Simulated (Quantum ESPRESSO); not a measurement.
Ga4O4NF, one run as intended and one with a planted mistake

A calculation, not a measurement. The program is pw.x of Quantum ESPRESSO 7.5 (plane-wave density functional theory). The cell is made up: 10 atoms on a corundum lattice, with randomly drawn elements, strain and displacements, not relaxed. PseudoDojo standard norm-conserving files (v0.5 for PBE, v0.4.1 for LDA and PBEsol) set the functional; there is no spin polarisation, spin-orbit coupling or dispersion term, and the masses in the input are unused placeholders.

Intended input:

```
&control calculation='scf', pseudo_dir='./dojo.nc.sr.pbe.v0_5.standard.upf', outdir='./o', disk_io='medium', tprnfor=.true., tstress=.true. /
&system ibrav=0, nat=10, ntyp=4, nbnd=50, ecutwfc=84.00895049, nosym=.true., tot_charge=0,
 occupations='smearing', smearing='fd', degauss=0.0018374661
/
&electrons conv_thr=7.350e-09, electron_maxstep=60, /
ATOMIC_SPECIES
F 1.0 F.upf
Ga 1.0 Ga.upf
N 1.0 N.upf
O 1.0 O.upf
CELL_PARAMETERS angstrom
2.5102 1.4055 4.4218
-2.5403 1.4285 4.4311
0.0049 -2.8597 4.4347
ATOMIC_POSITIONS angstrom
Ga 0.0393 0.0609 4.625
Ga 0.0245 -0.0077 2.0268
Ga -0.0921 -0.0552 8.6599
Ga 0.0033 0.0386 11.3338
O -0.9858 1.4609 7.8482
O -0.7793 -1.6757 7.7647
O 1.702 0.1348 7.7238
O 0.9777 -1.4696 5.5427
N 0.785 1.6503 5.5092
F -1.7695 -0.192 5.5647
K_POINTS automatic
5 5 5 1 1 1
```

The log is shortened where brackets say so; the opening notice, blank lines, dates and the lines on written files are dropped, and the path of the files is cut. It prints rydbergs, bohrs and kilobars, and counts compression as positive stress. Where no state is partly filled, the Fermi energy that it prints is only some level between the filled and the empty states on the mesh, and need not lie in the true gap.

Log of the intended run:

```
     Program PWSCF v.7.5
     Parallel version (MPI & OpenMP), running on       1 processor cores
     Number of MPI processes:                 1
     Threads/MPI process:                     1
     [start-up lines left out]
     bravais-lattice index     =            0
     lattice parameter (alat)  =       9.9689  a.u.
     unit-cell volume          =     645.5839 (a.u.)^3
     number of atoms/cell      =           10
     number of atomic types    =            4
     number of electrons       =        88.00
     number of Kohn-Sham states=           50
     kinetic-energy cutoff     =      84.0090  Ry
     charge density cutoff     =     336.0358  Ry
     scf convergence threshold =      7.3E-09
     mixing beta               =       0.7000
     number of iterations used =            8  plain     mixing
     Exchange-correlation= PBE
                           (   1   4   3   4   0   0   0)
     [axes and pseudopotential details left out]
   Cartesian axes
     site n.     atom                  positions (alat units)
         1        Ga     tau(   1) = (   0.0074498   0.0115444   0.8767265  )
         2        Ga     tau(   2) = (   0.0046443  -0.0014596   0.3842052  )
         3        Ga     tau(   3) = (  -0.0174587  -0.0104638   1.6415921  )
         4        Ga     tau(   4) = (   0.0006256   0.0073171   2.1484632  )
         5        O      tau(   5) = (  -0.1868707   0.2769318   1.4877242  )
         6        O      tau(   6) = (  -0.1477260  -0.3176498   1.4718958  )
         7        O      tau(   7) = (   0.3226353   0.0255530   1.4641427  )
         8        O      tau(   8) = (   0.1853352  -0.2785810   1.0506879  )
         9        N      tau(   9) = (   0.1488065   0.3128350   1.0443376  )
        10        F      tau(  10) = (  -0.3354308  -0.0363960   1.0548583  )
     number of k points=    63  Fermi-Dirac smearing, width (Ry)=  0.0018
                       cart. coord. in units 2pi/alat
        k(    1) = (   0.0002204   0.0002308   0.1191038), wk =   0.0320000
        k(    2) = (  -0.0007571  -0.2463213   0.1980270), wk =   0.0320000
     [further k points left out]
     Dense  grid:    67159 G-vectors     FFT dimensions: (  60,  60,  60)
     Estimated max dynamical RAM per process >     105.95 MB
     Initial potential from superposition of free atoms
     starting charge      87.9893, renormalised to      88.0000
     Starting wfcs are   60 randomized atomic wfcs
     total cpu time spent up to now is       16.0 secs
     per-process dynamical memory:    86.6 Mb
     Self-consistent Calculation
     iteration #  1     ecut=    84.01 Ry     beta= 0.70
     Davidson diagonalization with overlap
     ethr =  1.00E-02,  avg # of iterations =  2.8
     total cpu time spent up to now is       77.3 secs
     total energy              =    -813.19537362 Ry
     estimated scf accuracy    <       2.36192644 Ry
     iteration #  2     ecut=    84.01 Ry     beta= 0.70
     Davidson diagonalization with overlap
     ethr =  2.68E-03,  avg # of iterations =  3.1
     total cpu time spent up to now is      141.4 secs
     total energy              =    -813.75221367 Ry
     estimated scf accuracy    <       2.68096229 Ry
     [iterations 3 to 11 left out]
     iteration # 12     ecut=    84.01 Ry     beta= 0.70
     Davidson diagonalization with overlap
     ethr =  4.14E-11,  avg # of iterations =  2.0
     total cpu time spent up to now is      678.2 secs
     total energy              =    -814.29341014 Ry
     estimated scf accuracy    <       0.00000001 Ry
     iteration # 13     ecut=    84.01 Ry     beta= 0.70
     Davidson diagonalization with overlap
     ethr =  1.20E-11,  avg # of iterations =  2.0
     total cpu time spent up to now is      727.0 secs
     End of self-consistent calculation
     [lines on levels left out]
     the Fermi energy is    13.0336 ev
!    total energy              =    -814.29341014 Ry
     estimated scf accuracy    <          3.0E-10 Ry
     smearing contrib. (-TS)   =      -0.00000000 Ry
     internal energy E=F+TS    =    -814.29341014 Ry
     The total energy is F=E-TS. E is the sum of the following terms:
     one-electron contribution =    -227.64383016 Ry
     hartree contribution      =     200.12303397 Ry
     xc contribution           =    -219.40155622 Ry
     ewald contribution        =    -567.37105773 Ry
     convergence has been achieved in  13 iterations
     Forces acting on atoms (cartesian axes, Ry/au):
     atom    1 type  2   force =     0.06434690   -0.00228701    0.09018112
     atom    2 type  2   force =    -0.07862441    0.07178354   -0.06687053
     atom    3 type  2   force =     0.01697861   -0.05967119   -0.07562105
     atom    4 type  2   force =    -0.03198635   -0.12330987    0.06462603
     atom    5 type  4   force =     0.01600009   -0.03898807   -0.03191518
     atom    6 type  4   force =    -0.03246640    0.09749498    0.01026149
     atom    7 type  4   force =     0.03808814   -0.01970833   -0.00625244
     atom    8 type  4   force =    -0.01647091    0.02672522   -0.00067652
     atom    9 type  3   force =    -0.01324634   -0.04612558    0.02010089
     atom   10 type  1   force =     0.03738067    0.09408632   -0.00383380
     Total force =     0.295554     Total SCF correction =     0.000061
     Computing stress (Cartesian axis) and pressure
          total   stress  (Ry/bohr**3)                   (kbar)     P=      216.32
   0.00096017   0.00025303  -0.00030376          141.25       37.22      -44.68
   0.00025303   0.00152020  -0.00001057           37.22      223.63       -1.55
  -0.00030376  -0.00001057   0.00193115          -44.68       -1.55      284.08
     init_run     :     15.46s CPU     15.93s WALL (       1 calls)
     electrons    :    678.33s CPU    710.94s WALL (       1 calls)
     forces       :      6.13s CPU      6.50s WALL (       1 calls)
     stress       :     26.25s CPU     26.38s WALL (       1 calls)
     [timing details left out]
     PWSCF        :  12m 6.51s CPU  12m40.65s WALL
     JOB DONE.
```

A second run has one planted mistake: the self-consistency threshold is too loose. The input lines that differ, file-writing options aside:

```
- &electrons conv_thr=7.350e-09, electron_maxstep=60, /
+ &electrons conv_thr=5.880e-02, electron_maxstep=60, /
```

Its log:

```
     Program PWSCF v.7.5
     Parallel version (MPI & OpenMP), running on       4 processor cores
     Number of MPI processes:                 4
     Threads/MPI process:                     1
     [start-up lines left out]
     bravais-lattice index     =            0
     lattice parameter (alat)  =       9.9689  a.u.
     unit-cell volume          =     645.5839 (a.u.)^3
     number of atoms/cell      =           10
     number of atomic types    =            4
     number of electrons       =        88.00
     number of Kohn-Sham states=           50
     kinetic-energy cutoff     =      84.0090  Ry
     charge density cutoff     =     336.0358  Ry
     scf convergence threshold =      5.9E-02
     mixing beta               =       0.7000
     number of iterations used =            8  plain     mixing
     Exchange-correlation= PBE
                           (   1   4   3   4   0   0   0)
     [axes and pseudopotential details left out]
   Cartesian axes
     site n.     atom                  positions (alat units)
         1        Ga     tau(   1) = (   0.0074498   0.0115444   0.8767265  )
         2        Ga     tau(   2) = (   0.0046443  -0.0014596   0.3842052  )
         3        Ga     tau(   3) = (  -0.0174587  -0.0104638   1.6415921  )
         4        Ga     tau(   4) = (   0.0006256   0.0073171   2.1484632  )
         5        O      tau(   5) = (  -0.1868707   0.2769318   1.4877242  )
         6        O      tau(   6) = (  -0.1477260  -0.3176498   1.4718958  )
         7        O      tau(   7) = (   0.3226353   0.0255530   1.4641427  )
         8        O      tau(   8) = (   0.1853352  -0.2785810   1.0506879  )
         9        N      tau(   9) = (   0.1488065   0.3128350   1.0443376  )
        10        F      tau(  10) = (  -0.3354308  -0.0363960   1.0548583  )
     number of k points=    63  Fermi-Dirac smearing, width (Ry)=  0.0018
                       cart. coord. in units 2pi/alat
        k(    1) = (   0.0002204   0.0002308   0.1191038), wk =   0.0320000
        k(    2) = (  -0.0007571  -0.2463213   0.1980270), wk =   0.0320000
     [further k points left out]
     Dense  grid:    67159 G-vectors     FFT dimensions: (  60,  60,  60)
     Estimated max dynamical RAM per process >     208.42 MB
     Estimated total dynamical RAM >     784.48 MB
     Initial potential from superposition of free atoms
     starting charge      87.9893, renormalised to      88.0000
     Starting wfcs are   60 randomized atomic wfcs
     total cpu time spent up to now is       10.8 secs
     per-process dynamical memory:   169.0 Mb
     Self-consistent Calculation
     iteration #  1     ecut=    84.01 Ry     beta= 0.70
     Davidson diagonalization with overlap
     ethr =  1.00E-02,  avg # of iterations =  2.8
     total cpu time spent up to now is       32.3 secs
     total energy              =    -813.19474782 Ry
     estimated scf accuracy    <       2.36245962 Ry
     iteration #  2     ecut=    84.01 Ry     beta= 0.70
     Davidson diagonalization with overlap
     ethr =  2.68E-03,  avg # of iterations =  3.1
     total cpu time spent up to now is       51.6 secs
     total energy              =    -813.75200167 Ry
     estimated scf accuracy    <       2.68249080 Ry
     iteration #  3     ecut=    84.01 Ry     beta= 0.70
     Davidson diagonalization with overlap
     ethr =  2.68E-03,  avg # of iterations =  2.4
     total cpu time spent up to now is       68.0 secs
     total energy              =    -814.26643768 Ry
     estimated scf accuracy    <       0.11480887 Ry
     iteration #  4     ecut=    84.01 Ry     beta= 0.70
     Davidson diagonalization with overlap
     ethr =  1.30E-04,  avg # of iterations =  3.8
     total cpu time spent up to now is       84.1 secs
     End of self-consistent calculation
     [lines on levels left out]
     the Fermi energy is    12.5860 ev
!    total energy              =    -814.29144362 Ry
     estimated scf accuracy    <       0.00602995 Ry
     smearing contrib. (-TS)   =      -0.00000000 Ry
     internal energy E=F+TS    =    -814.29144362 Ry
     The total energy is F=E-TS. E is the sum of the following terms:
     one-electron contribution =    -227.63089829 Ry
     hartree contribution      =     200.15088221 Ry
     xc contribution           =    -219.44036980 Ry
     ewald contribution        =    -567.37105773 Ry
     convergence has been achieved in   4 iterations
     Forces acting on atoms (cartesian axes, Ry/au):
     atom    1 type  2   force =     0.06851020    0.00626146    0.09790447
     atom    2 type  2   force =    -0.08697467    0.07198628   -0.07474607
     atom    3 type  2   force =     0.02580650   -0.06182454   -0.07319750
     atom    4 type  2   force =    -0.03162579   -0.12653464    0.06256596
     atom    5 type  4   force =     0.01553561   -0.03778473   -0.03175012
     atom    6 type  4   force =    -0.03212704    0.09636975    0.01075013
     atom    7 type  4   force =     0.03608154   -0.01972511   -0.00455340
     atom    8 type  4   force =    -0.01850269    0.02667928   -0.00038198
     atom    9 type  3   force =    -0.01244726   -0.04744323    0.01744973
     atom   10 type  1   force =     0.03574361    0.09201549   -0.00404121
     Total force =     0.302940     Total SCF correction =     0.217427
     SCF correction compared to forces is large: reduce conv_thr to get better values
     Computing stress (Cartesian axis) and pressure
          total   stress  (Ry/bohr**3)                   (kbar)     P=      250.76
   0.00118820   0.00028071  -0.00036375          174.79       41.29      -53.51
   0.00028071   0.00177653   0.00001272           41.29      261.34        1.87
  -0.00036375   0.00001272   0.00214907          -53.51        1.87      316.14
     init_run     :      9.54s CPU      9.87s WALL (       1 calls)
     electrons    :     72.67s CPU     73.40s WALL (       1 calls)
     forces       :      1.82s CPU      1.85s WALL (       1 calls)
     stress       :      7.22s CPU      7.22s WALL (       1 calls)
     [timing details left out]
     PWSCF        :   1m32.23s CPU   1m33.42s WALL
     JOB DONE.
```

|  | intended run | run with the mistake |
| --- | --- | --- |
| free energy (eV) | -11079.026 | -11078.999 |
| smearing term -TS (eV) | 0.0000 | 0.0000 |
| pressure (GPa) | 21.63 | 25.08 |
| largest force component (eV/Å) | 3.170 | 3.253 |
| largest change of a force component (eV/Å) |  | 0.227 |
| iterations | 13 | 4 |

For scale, a rerun of the intended cell at 1437 eV and a 7 x 7 x 7 mesh moved values by no more than 0.004 eV in energy, 0.02 GPa in stress and 0.002 eV/Å in force.